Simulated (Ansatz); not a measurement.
input.yaml

```yaml
crystal:
  lattice:
    - [3.628, 0.0, 0.0]
    - [0.0, 3.628, 0.0]
    - [0.0, 0.0, 3.628]
  atoms:
    - { symbol: Mg, position: [0.0, 0.0, 0.0] }
    - { symbol: Tl, position: [0.5, 0.5, 0.5] }
basis:
  ecutwfc: 500
kpoints:
  mp_grid: { grid: [12, 12, 12] }
hamiltonian:
  xc: r2scan
scf:
  occupations: { method: gaussian, width: 0.1 }
output:
  forces: true
  stress: true
  eigenvalues: true
  write_density: true
  write_potential: true
  elf: true
  volumetric_format: npy
relax:
  adjacent_minimum: "off"
  f_tol: 0.005
  max_steps: 80
  cell: { stress_tol: 0.05 }
```

Run as
```bash
ansatz run input.yaml --threads 1 --pin off --max-ram 2560MiB --backend cpu --events-out ev --progress --plain --runs-dir out
```

These are results of Ansatz 0.2.0, DFT r2SCAN, scalar-relativistic, plane waves, PAW, not measurements.

Part of what the program printed, abridged:

```
Pseudopotentials: kind: paw
Pseudopotential: Mg, paw, valence charge 10, recommended cutoff 500 eV (meta_gga)
Pseudopotential: Tl, paw, valence charge 13, recommended cutoff 500 eV (meta_gga)
Functional definition: r2SCAN
Crystal: 2 atoms, lattice volume = 47.753 Å³
Basis set: ecut = 500 eV, 1213 PW (Γ), exchange–correlation on 108×108×108 points (64 copies of the dense FFT grid, shifted against one another)
Bands: 16, of which v1, the nominal top of the filled ones, is band 12 counted from 1 (11 counted from 0)
Symmetry: 48 space group operations
Space group: Pm-3m (ITA 221), of the structure as read, at distance tolerance 3.6e-5 Å
k-points: 84 of 1728
Initial density: superposition of atomic densities (neutral atoms: chi_scale 0, normalization atom), corrected by the library's trained network
Initial wavefunctions: pseudopotential atomic-orbital guess
Functional: x = r2scan, c = r2scan; τ floored in thin density (d = 2e-4 eV/Å³)
SCF iter   1: F=—  HF=-13385.057101 eV  |F-HF|=—  |Δ(HF+E_count)|=         —  Δρ=9.26e-3  dr2=4.31e-2  dr2_τ=1.12e-2  ethr=1.77e-3  ⟨swp⟩=5.3  Hψ=7099  notcnv=0
SCF iter   2: F=—  HF=-13385.059695 eV  |F-HF|=—  |Δ(HF+E_count)|=   2.59e-3  Δρ=4.28e-3  dr2=1.49e-2  dr2_τ=4.40e-4  ethr=1.87e-4  ⟨swp⟩=3.0  Hψ=3322  notcnv=0  defer=38
SCF iter   3: F=—  HF=-13385.056723 eV  |F-HF|=—  |Δ(HF+E_count)|=   2.97e-3  Δρ=9.78e-4  dr2=3.51e-4  dr2_τ=2.94e-5  ethr=6.49e-5  ⟨swp⟩=2.0  Hψ=2180  notcnv=0  defer=38
SCF iter   4: F=—  HF=-13385.056686 eV  |F-HF|=—  |Δ(HF+E_count)|=   3.69e-5  Δρ=2.47e-4  dr2=4.30e-5  dr2_τ=8.11e-6  ethr=1.53e-6  ⟨swp⟩=2.7  Hψ=2418  notcnv=0  defer=38
SCF iter   5: F=—  HF=-13385.056689 eV  |F-HF|=—  |Δ(HF+E_count)|=   2.44e-6  Δρ=5.34e-5  dr2=1.96e-6  dr2_τ=6.04e-8  ethr=1.87e-7  ⟨swp⟩=2.0  Hψ=1899  notcnv=0  defer=38
SCF iter   6: F=-13385.056690 eV  HF=-13385.056690 eV  |F-HF|=5.24e-9  |Δ(HF+E_count)|=   9.75e-7  Δρ=6.90e-6  dr2=3.09e-8  dr2_τ=7.60e-10  ethr=4.35e-10  ⟨swp⟩=8.3  Hψ=8894  notcnv=0
SCF 1 converged in 6 iterations: F = -13385.056690 eV  dr2 = 3.09e-8
relax step   1: F+E_penalty+E_count = -13385.05668952 eV  Δ(F+E_penalty+E_count) = +0.000e0 eV  max|allowed force component| = 2.393e-29 eV/Å  Δτ_max = 0.0000 Å  P = +0.272 GPa  Ω = 47.753 Å³  (6 SCF iters, dr2 threshold 1.00e-7 eV, accepted)
Crystal: 2 atoms, lattice volume = 48.048 Å³
Initial density: handed on by an earlier stage of this run
Initial wavefunctions: those handed on with the density
SCF iter   1: F=—  HF=-13385.056052 eV  |F-HF|=—  |Δ(HF+E_count)|=         —  Δρ=2.09e-4  dr2=2.67e-5  dr2_τ=3.08e-4  ethr=1.47e-7  ⟨swp⟩=2.0  Hψ=7955  notcnv=0
SCF iter   2: F=—  HF=-13385.056937 eV  |F-HF|=—  |Δ(HF+E_count)|=   8.85e-4  Δρ=1.11e-4  dr2=2.66e-6  dr2_τ=9.42e-7  ethr=1.16e-7  ⟨swp⟩=2.0  Hψ=2319  notcnv=0
SCF iter   3: F=—  HF=-13385.056938 eV  |F-HF|=—  |Δ(HF+E_count)|=   7.36e-7  Δρ=5.50e-5  dr2=6.49e-7  dr2_τ=3.37e-8  ethr=1.16e-8  ⟨swp⟩=2.2  Hψ=1977  notcnv=0
SCF iter   4: F=-13385.056938 eV  HF=-13385.056938 eV  |F-HF|=5.02e-9  |Δ(HF+E_count)|=   5.46e-7  Δρ=4.88e-6  dr2=1.59e-8  dr2_τ=3.73e-10  ethr=8.06e-10  ⟨swp⟩=9.0  Hψ=9795  notcnv=0
SCF 2 converged in 4 iterations: F = -13385.056938 eV  dr2 = 1.59e-8
relax step   2: F+E_penalty+E_count = -13385.05693836 eV  Δ(F+E_penalty+E_count) = -2.488e-4 eV  max|allowed force component| = 2.551e-29 eV/Å  Δτ_max = 0.0000 Å  P = +0.025 GPa  Ω = 48.048 Å³  energy of the carried Pulay correction = -2.313e-5 eV  (4 SCF iters, dr2 threshold 1.85e-7 eV, accepted)
Initial wavefunctions: pseudopotential atomic-orbital guess (no wavefunctions were taken with the density)
SCF iter   1: F=—  HF=-13385.056961 eV  |F-HF|=—  |Δ(HF+E_count)|=         —  Δρ=5.12e-6  dr2=1.59e-8  dr2_τ=5.42e-9  ethr=3.97e-8  ⟨swp⟩=3.4  Hψ=10894  notcnv=0
SCF iter   2: F=—  HF=-13385.056963 eV  |F-HF|=—  |Δ(HF+E_count)|=   2.49e-6  Δρ=2.68e-6  dr2=3.74e-9  dr2_τ=7.60e-11  ethr=6.93e-11  ⟨swp⟩=2.1  Hψ=2096  notcnv=0
SCF iter   3: F=—  HF=-13385.056963 eV  |F-HF|=—  |Δ(HF+E_count)|=   2.88e-9  Δρ=7.65e-7  dr2=2.73e-10  dr2_τ=5.04e-11  ethr=1.63e-11  ⟨swp⟩=2.0  Hψ=1977  notcnv=0
SCF iter   4: F=-13385.056963 eV  HF=-13385.056963 eV  |F-HF|=1.09e-11  |Δ(HF+E_count)|=  5.28e-11  Δρ=2.36e-7  dr2=1.34e-11  dr2_τ=3.48e-13  ethr=1.00e-12  ⟨swp⟩=4.0  Hψ=6174  notcnv=0
SCF 3 converged in 4 iterations: F = -13385.056963 eV  dr2 = 1.34e-11
SCF converged after 4 iterations
Free energy (F): -13385.056963 eV
Harris-Foulkes:  -13385.056963 eV  (|F-HF|=1.09e-11)
Internal energy: -13385.053622 eV  (E = F + TS)
E sigma→0 (E₀):  -13385.055293 eV
Entropy (-TS):   -0.003342 eV (-1.671 meV/atom)
Fermi energy:    9.289012 eV
--- Per-component energies (eV) ---
  E_band       = -357.509103
  E_kinetic    = 410.154076
  E_local      = -2425.908810  (includes V_loc(G=0)·N_el)
  E_nonlocal   = 412.526393
  E_hartree    = 876.186267
  E_xc         = -245.174942
  E_vxc        = -196.379983  (∫ρ·V_xc dr)
  E_paw        = -10489.379672  (= ΣΔE_a)
  E_vpaw       = -325.413964  (= ΣTr[D̂ρ^β])
  E_aug_tail   = 0.000017  (compensation charges beyond the density's cutoff)
  E_vtau       = 15.140591  (kinetic-family band-sum trace: ∫τ·v_τ [+ j·A + Jᵃ·Aᵃ] dr)
  E_ewald      = -1924.470501
  E_core_change = 1.013553  (= ΣΔE_core)
  E_smearing   = -0.003342  (= −TS)
--- Forces (eV/Å), atoms counted from 1 ---
  atom   1  Mg     0.00000000     0.00000000     0.00000000
  atom   2  Tl     0.00000000     0.00000000     0.00000000
--- Stress (GPa, compression-positive) ---
        0.024929       0.000000       0.000000
        0.000000       0.024929       0.000000
        0.000000       0.000000       0.024929
  P = ⅓ Tr σ = 0.0249 GPa (0.249 kbar)
--- Band table (eV; the first three rows and the last of 84) ---
  k-point 0: bands = ["-70.4914", "-35.5868", "-35.5868", "-35.5868", "-3.0704", "-3.0704", "-2.6997", "-2.6997", "-2.6997", "-0.8773", "11.8353", "11.8353", "11.8353", "13.3006", "14.7739", "14.7739"]
  k-point 1: bands = ["-70.4914", "-35.5870", "-35.5868", "-35.5868", "-3.0679", "-3.0499", "-2.7093", "-2.7093", "-2.6987", "-0.7909", "10.6591", "11.9332", "11.9332", "13.7479", "14.8130", "15.6986"]
  k-point 2: bands = ["-70.4913", "-35.5877", "-35.5867", "-35.5867", "-3.0609", "-2.9959", "-2.7353", "-2.7353", "-2.6960", "-0.5301", "8.9474", "12.2202", "12.2202", "14.0680", "14.9275", "17.6777"]
  k-point 83: bands = ["-70.4910", "-35.5899", "-35.5899", "-35.5899", "-3.0324", "-3.0324", "-3.0324", "-2.4893", "-2.4893", "5.5328", "8.9411", "8.9411", "8.9411", "11.4320", "11.4320", "11.4320"]
--- Relaxed structure (2 steps of the walk, 2 accepted, 1 SCFs on fresh bases) ---
  F+E_penalty+E_count = -13385.05696334 eV   max|allowed force component| = 2.919e-29 eV/Å   (the final SCF, on the basis selected at the relaxed cell)
  cell:  # Å, volume = 48.0482 Å³
    - [3.63545694, 0.0, 0.0]
    - [0.0, 3.63545694, 0.0]
    - [0.0, 0.0, 3.63545694]
  atoms:
    - { symbol: Mg, position: [0.0, 0.0, 0.0] }
    - { symbol: Tl, position: [0.49999999, 0.49999999, 0.49999999] }
```

The relaxation met its thresholds.

It took 48 s on 1 thread of Arm Neoverse N1, on a shared host, peak memory 0.45 GiB.

Spin–orbit coupling is left out, which can shift energies with elements as heavy as these.